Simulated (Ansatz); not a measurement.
Relaxed candidate structures of In2Au:

A. Fm-3m (No. 225), cF12; a = 6.5387 Å, b = 6.5387 Å, c = 6.5387 Å, α = 90.00°, β = 90.00°, γ = 90.00°; In 8c (0.250, 0.250, 0.250); Au 4a (0.000, 0.000, 0.000)

B. Fd-3m, origin choice 1 (No. 227), cF24, cubic Laves (MgCu2 type); a = 8.3001 Å, b = 8.3001 Å, c = 8.3001 Å, α = 90.00°, β = 90.00°, γ = 90.00°; In 16c (0.125, 0.125, 0.125); Au 8b (0.500, 0.500, 0.500)

Q: Order them by energy per atom (lowest first) at the level PBEsol (plane waves to 420 eV, PAW, scalar-relativistic; Ansatz, a first-principles code).

A: A (reference, the lowest among the structures calculated here), B (+0.62 eV/atom)

Each run could gain symmetry but not lose that of its start, so entries can be saddle points. From databases, or of a type measured for this composition: Fm-3m, cF12; the others are generated cells (placed on structure types, drawn at random, substituted or restacked) that were not matched to a known phase here. Static energies at zero pressure. No spin polarisation in the result.
